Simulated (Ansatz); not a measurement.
# What DFT gives for LaRe2B2

```yaml
crystal:
  lattice:
    - [0.00000, 3.81076, 0.00000]
    - [3.89409, 0.00000, 0.00000]
    - [1.94704, 1.90538, -9.67041]
  atoms:
    - { symbol: B, position: [0.60600, 0.35600, 0.28800] }
    - { symbol: B, position: [0.39400, 0.64400, 0.71200] }
    - { symbol: Re, position: [0.96290, 0.71290, 0.57420] }
    - { symbol: Re, position: [0.03710, 0.28710, 0.42580] }
    - { symbol: Re, position: [0.46190, 0.21190, 0.57620] }
    - { symbol: Re, position: [0.53810, 0.78810, 0.42380] }
    - { symbol: La, position: [0.16500, 0.91500, 0.17000] }
    - { symbol: La, position: [0.83500, 0.08500, 0.83000] }
    - { symbol: B, position: [0.71600, 0.46600, 0.06800] }
    - { symbol: B, position: [0.28400, 0.53400, 0.93200] }
```

Single point in Ansatz 0.2.0 with PBE, no spin polarisation. Cutoff 420 eV, PAW datasets, 6×6×6 Γ-centred k mesh, fermi-dirac filling (width 0.1 eV).

**Electronic structure.** It is a metal, with about 9.4 states/eV a cell as the mean within 0.25 eV of the Fermi level, mostly Re d (36 %), B p (31 %) and La d (19 %).
**Formation energy.** 0.40 eV an atom against the elements' usual phases (free molecules for gases, crystals otherwise, with no correction for O₂ or N₂), so at this geometry it isn't bound against them. Relaxing would lower it.
**Forces.** The largest is on Re5 (and as large on other atoms): 6.64 eV/Å, components (0.00, 0.00, -6.64). It makes 56° with the line to a nearest neighbour, B2 at 2.35 Å.
**Contacts.** B–B at 2.13 Å: least valence density 0.46 e/Å³ and ELF 0.84 there. B–Re at 2.33 Å: least valence density 0.51 e/Å³ and ELF 0.43 there. Re–Re at 2.40 Å: least valence density 0.81 e/Å³ and ELF 0.42 there. These are pseudo-fields; inside the PAW spheres they differ from the all-electron ones.
**Stress.** The pressure is 30.7 GPa (compression positive), so with the atoms held at these fractions the cell would first expand; the forces are large, so a full relaxation may end otherwise. The principal stresses 22.2, 34.0, 35.9 GPa differ, so its shape would change too.

Origin: a known structure type with other elements, at an estimated volume, so it need not be a known compound. Caveats: many states at the Fermi level without spin polarisation, so a magnetic state may lie lower; atoms or cell far from equilibrium; f levels without a U or exact exchange are poorly placed.
